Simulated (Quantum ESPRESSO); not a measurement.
## Kohn-Sham bands of SnH$_{4}$(NF)$_{2}$ (C2/m)

```
SnH4(NF)2
1.0
    0.00000     3.30329     0.00000
   -1.39492     0.00000     4.90593
    5.42694    -1.65165     0.00000
Sn H N F
1 4 2 2
Direct
  0.00000   0.00000   0.00000
  0.39084   0.56651   0.78168
  0.60916   0.43349   0.21832
  0.29797   0.77737   0.59594
  0.70203   0.22263   0.40406
  0.39178   0.76790   0.78356
  0.60822   0.23210   0.21644
  0.12030   0.75256   0.24060
  0.87970   0.24744   0.75940
```

Materials Project entry mp-643902; symmetrised, unrelaxed at this level. COD (Crystallography Open Database) has an entry of this formula and space group (matched by these alone). Method: PBEsol plane waves in Quantum ESPRESSO 7.5 (PseudoDojo norm-conserving files, 68 Ry, no spin polarisation, no spin-orbit coupling), Bloch states on a 6×4×6 mesh through Γ, Wannier90 4.0.1. Density: 10×6×10 mesh, cold smearing 0.01 Ry. The cell is built of weakly bound layers, chains or molecules. Database cells relaxed without dispersion often hold them too far apart, which can enlarge gaps and weakens couplings between them; spacing and stacking were not compared with the measured crystal. Spin-orbit coupling is left out although heavy elements are present.

Q: List the Kohn-Sham levels between −8 and 6.0 eV relative to the valence-band maximum at the high-symmetry points, as a band run of pw.x on that density gives them (levels within 2 meV counted together).

A: 
```json
[
 {"point": "Γ", "k (reciprocal lattice)": "0.000 0.000 0.000", "levels (eV)": "-7.53, -6.52, -6.17, -3.42, -3.10, -2.50, -2.24, -2.06, -2.05, -1.67, -1.10, -0.05, 3.01, 5.95"},
 {"point": "C", "k (reciprocal lattice)": "0.550 0.000 -0.275", "levels (eV)": "-6.60, -5.70, -5.67, -5.30, -4.06, -3.38, -2.85, -2.83, -2.58, -2.04, -2.03, -1.70, 5.28"},
 {"point": "C_2", "k (reciprocal lattice)": "0.450 0.000 -0.725", "levels (eV)": "-6.60, -5.70, -5.67, -5.30, -4.06, -3.38, -2.85, -2.83, -2.58, -2.04, -2.03, -1.70, 5.28"},
 {"point": "Y_2", "k (reciprocal lattice)": "0.000 0.000 -0.500", "levels (eV)": "-7.10, -6.10, -5.80, -4.24, -3.10, -2.83, -2.64, -2.19, -2.09, -1.98, -1.02, 0.00, 4.25, 5.59"},
 {"point": "M_2", "k (reciprocal lattice)": "0.000 0.500 -0.500", "levels (eV)": "-6.86, -6.15, -5.53, -4.09, -3.23, -3.03, -2.82, -2.40, -2.09, -2.06, -1.20, -0.06, 4.54"},
 {"point": "D", "k (reciprocal lattice)": "0.479 0.500 -0.740", "levels (eV)": "-6.82, -6.10, -5.76, -5.40, -4.15, -3.72, -2.50, -2.38, -2.07, -1.94, -1.60, -1.59, 4.76"},
 {"point": "D_2", "k (reciprocal lattice)": "0.521 0.500 -0.260", "levels (eV)": "-6.82, -6.10, -5.76, -5.40, -4.15, -3.72, -2.50, -2.38, -2.07, -1.94, -1.60, -1.59, 4.76"},
 {"point": "A", "k (reciprocal lattice)": "0.000 0.500 0.000", "levels (eV)": "-7.18, -6.35, -5.85, -4.08, -3.19, -2.57, -2.28, -2.10, -2.09, -2.03, -1.34, -0.03, 4.38, 5.78"},
 {"point": "L_2", "k (reciprocal lattice)": "0.500 0.500 -0.500", "levels (eV)": "-6.85, -6.03, -5.78, -5.54, -4.09, -3.58, -2.61, -2.30, -2.20, -1.79, -1.78, -1.52, 4.79"},
 {"point": "V_2", "k (reciprocal lattice)": "0.500 0.000 -0.500", "levels (eV)": "-6.58, -5.85, -5.59, -5.39, -3.92, -3.44, -2.91, -2.69, -2.61, -2.37, -1.91, -1.57, 5.30"}
]
```
